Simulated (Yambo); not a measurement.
G0W0@LDA for K2NaScF6 (space group Fm-3m, No. 225) in Yambo. Reference settings: 2×2×2 Γ-centred k mesh, bands 3 to 304 and a 8 Ry block in the screening, 304 bands in G with the Bruneval-Gonze terminator, plasmon pole fitted at 27.2 eV. The LDA gap Γ → Γ on this mesh is 6.41 eV; G0W0 gaps are taken between the same points.

With and without the terminator, as bands are cut:

| bands in G (in W) | gap, terminator (eV) | gap, none (eV) | valence shift, terminator (eV) | valence shift, none (eV) |
|---|---|---|---|---|
| 119 (304) | 10.484 | 10.180 | -2.383 | -1.818 |
| 197 (304) | 10.462 | 10.257 | -2.387 | -2.047 |
| 304 (304) | 10.451 | 10.331 | -2.378 | -2.184 |

Over this range the gap spans 0.033 eV with the terminator and 0.151 eV without, the valence shift 0.009 eV and 0.366 eV. Neither column has reached its limit for certain.

Geometry of the Materials Project entry, not relaxed at this level; primitive cell a = b = c = 6.088 Å, α = β = γ = 60.00°.

A shift is the quasiparticle energy of the state minus its LDA energy.
